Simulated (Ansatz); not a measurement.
NiPt in space group R-3m (No. 166; Ni on 3a, Pt on 3b) at seven volumes, PBEsol in the plane-wave PAW code Ansatz, shape and atoms relaxed at each. One row is withheld.

| V (Å³/atom) | P (GPa) |
|---|---|
| 11.844 | 29.89 |
| 12.235 | ? |
| 12.625 | 8.25 |
| 13.016 | 0.00 |
| 13.406 | -6.89 |
| 13.797 | -12.62 |
| 14.187 | -17.36 |

Fit the shown pressures and predict the withheld one.

Third-order Birch–Murnaghan: P = (3/2)B₀(x^(7/2) − x^(5/2))[1 + (3/4)(B′ − 4)(x − 1)] with x = (V₀/V)^(2/3). Least squares on the six rows gives V₀ = 13.016 Å³/atom, B₀ = 250.1 GPa, B′ = 5.01. At V = 12.235, x = 1.0421 and P = 18.07 GPa. The run itself gave 18.11 GPa.

The workflow started from a Materials Project entry (that database holds measured and hypothetical structures alike); the Crystallography Open Database copy checked does not list it. With Ni and Pt taken as one species the cell has the higher symmetry Fm-3m, so it may be an ordered model of a mixed-site phase. Whether it is the stable phase at ambient conditions was not checked. The cell was relaxed with PBEsol under the symmetry of its start; whether a distortion lowers the energy is not shown. Magnetic state: ferromagnetic, chosen from 5 collinear starts compared on coarse meshes (ties went to the first, and starts can fall back to one state), not a proven ground state. Scalar-relativistic: spin–orbit coupling is off unless named, which matters more the heavier the elements.

Potentials: the later of the program's two PAW sets.
